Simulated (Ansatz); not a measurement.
## What a change of settings does: TiB$_{2}$ (AlB2 type)

First run: DFT, PBEsol, PAW with other files of Ansatz's library (source ansatz), scalar-relativistic (Ansatz 0.2.0).

Command: `ansatz run input.yaml --threads 1 --pin off --max-ram 3072MiB --backend cpu --events-out ev --progress --plain --runs-dir out` It took 1.3 s on 1 thread of Intel(R) Xeon(R) 6975P-C (Granite Rapids), with other jobs on the host, peak memory 0.36 GiB.

```yaml
crystal:
  lattice:
    - [2.6145650033, 0.0, 0.0]
    - [-1.3072825016, 2.2642797127, 0.0]
    - [0.0, 0.0, 2.6302059342]
  atoms:
    - { symbol: Ti, position: [0.0, 0.0, 0.0] }
    - { symbol: B, position: [0.3333333333, 0.6666666667, 0.5] }
    - { symbol: B, position: [0.6666666667, 0.3333333333, 0.5] }
kpoints:
  mp_grid: { grid: [11, 11, 9] }
scf:
  occupations: { method: fermi_dirac, width: 0.08 }
hamiltonian:
  xc: pbesol
  pseudopotentials: { kind: paw, source: ansatz }
output:
  forces: true
  stress: true
  eigenvalues: true
```

The cell comes from a relaxation on PAW files under the same functional, begun from a prototype that needn't be the stable phase.

This run: volume at 0.62 of the series' base cell, source ansatz.

It converges in 7 SCF iterations at a pressure of 314.3 GPa, cutoff 740 eV.

The input is then changed:

```diff
   pseudopotentials: { kind: paw, source: ansatz }
+  hubbard: { sites: [{ species: Ti, l: d, u_eff: 1.0 }], double_counting: amf }
+  dispersion: d4
 output:
```

Question: Predict the outcome of the changed run.

Answer: It converges in 7 SCF iterations at a pressure of 301.5 GPa, cutoff 740 eV. More than one line changes, and not each need have an effect.
